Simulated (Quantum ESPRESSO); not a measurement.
# IrPd5ScIn: a curve over strain

A calculation, not a measurement. The program is pw.x of Quantum ESPRESSO 7.5 (plane-wave density functional theory). The cell is made up: eight metal atoms on a face-centred cubic lattice, with elements, volume, strain and displacements drawn at random and not relaxed, so it may be unstable or far from any real phase. PseudoDojo standard norm-conserving files set the functional (PBE unless stated); there is no spin polarisation or spin-orbit coupling, the Fermi-Dirac width of 0.25 eV means electrons at about 2900 K, and the masses in the input are unused placeholders. Heavy elements are run without spin-orbit coupling, which real alloys of them have. A spin test at this wide smearing found no moment, but such smearing suppresses magnetism that the real alloy may have.

Seven runs add a strain to one cell (zz); the atoms follow the cell and are not relaxed. Stress in the table is positive in tension.

Input of the run at -0.0009:

```
&control calculation='scf', pseudo_dir='./dojo.nc.sr.pbe.v0_5.standard.upf', outdir='./o', disk_io='minimal', tprnfor=.true., tstress=.true. /
&system ibrav=0, nat=8, ntyp=4, nbnd=83, ecutwfc=82.02448710, nosym=.true., tot_charge=0,
 occupations='smearing', smearing='fd', degauss=0.0183746611
/
&electrons conv_thr=1.470e-08, electron_maxstep=70, mixing_beta=0.5 /
ATOMIC_SPECIES
In 1.0 In.upf
Ir 1.0 Ir.upf
Pd 1.0 Pd.upf
Sc 1.0 Sc.upf
CELL_PARAMETERS angstrom
0.0 -2.0386 -2.0368
2.0386 4.0771 -2.0368
8.1542 -4.0771 4.0734
ATOMIC_POSITIONS angstrom
Ir -0.0115 0.0418 -0.0895
Pd 4.1283 -1.9723 1.9903
Pd 4.2223 0.1085 0.0412
Sc 8.2636 -1.9471 1.9585
Pd 2.0345 -2.0656 -0.0047
Pd 6.1009 -4.0171 2.0886
In 2.0142 0.0521 -2.1759
Pd 5.9953 -2.0303 -0.0805
K_POINTS automatic
9 5 3 1 1 1
```

| added strain | free energy less that of the input shown (eV) | stress xx (GPa) | stress yy (GPa) | stress zz (GPa) | stress xy (GPa) | pressure (GPa) | iterations |
| --- | --- | --- | --- | --- | --- | --- | --- |
| -0.0221 | 0.0170 | 1.15 | -0.67 | -2.88 | 1.29 | 0.80 | 21 |
| -0.0137 | 0.0019 | 2.27 | 0.44 | -1.29 | 1.33 | -0.47 | 21 |
| -0.0075 | -0.0020 | 3.03 | 1.20 | -0.18 | 1.36 | -1.35 | 21 |
| -0.0046 | -0.0018 | 3.38 | 1.55 | 0.33 | 1.37 | -1.75 | 21 |
| -0.0009 | 0.0000 | 3.83 | 2.00 | 0.98 | 1.39 | -2.27 | 22 |
| +0.0123 | 0.0231 | 5.26 | 3.43 | 3.15 | 1.44 | -3.95 | 22 |
| +0.0210 | 0.0510 | 6.11 | 4.30 | 4.49 | 1.48 | -4.97 | 22 |

A cubic fit gives a slope of stress zz against the added strain of 171 GPa at zero added strain, with the atoms clamped. Across the table the energy follows the integral of volume times stress to 0.9 meV. A rerun of one of the cells at a higher cutoff and on a denser mesh moved values by no more than 0.011 eV in energy, 0.08 GPa in stress and 0.004 eV/Å in force, and a second program with other atomic files agreed on that cell to 2 % rms in force and 0.5 GPa in pressure.